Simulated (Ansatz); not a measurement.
Rh:
```yaml
crystal:
  lattice:
    - [2.68810, 0.00000, 0.00000]
    - [-1.34405, 2.32797, 0.00000]
    - [0.00000, 0.00000, 4.33155]
  atoms:
    - { symbol: Rh, position: [0.66667, 0.33333, 0.75000] }
    - { symbol: Rh, position: [0.33333, 0.66667, 0.25000] }
```

Relaxed with PBEsol. Special points in fractions of this cell's reciprocal vectors: Γ (0.000, 0.000, 0.000); M (0.500, 0.000, 0.000); K (0.333, 0.333, 0.000); A (0.000, 0.000, 0.500); L (0.500, 0.000, 0.500); H (0.333, 0.333, 0.500).

Question: List the band energies nearest the Fermi level at these points for plane-wave PAW PBEsol with spin–orbit coupling (Ansatz code).

Answer: In eV from the Fermi level; about four levels below and three above (degenerate sets whole), none deeper than 8.9 eV; … stands for higher levels left out; points with the same levels are listed once.

| k | below | above |
|---|---|---|
| Γ | -2.08 -2.08 -1.91 -1.91 | 0.01 0.01 0.22 0.22 |
| M | -2.31 -2.31 -2.31 -2.31 | 0.41 0.41 0.57 0.57 |
| K | -0.19 -0.19 -0.03 -0.03 | 0.19 0.19 6.22 6.22 |
| A | -0.41 -0.41 -0.41 -0.41 | … |
| L | -0.38 -0.38 -0.38 -0.38 | 0.61 0.61 0.61 0.61 |
| H | -2.06 -2.06 -1.81 -1.81 | 0.15 0.15 0.21 0.21 |

Space group P6_3/mmc (hcp (Mg type)). The workflow started from a Materials Project entry (that database holds measured and hypothetical structures alike); the Crystallography Open Database copy checked does not list it. It is not the phase usual at ambient conditions (space group No. 225). Symmetry was held in the PBEsol relaxation; whether a distortion lowers the energy is not shown. The run is not spin-polarised.

Potentials: the later of the program's two PAW sets.
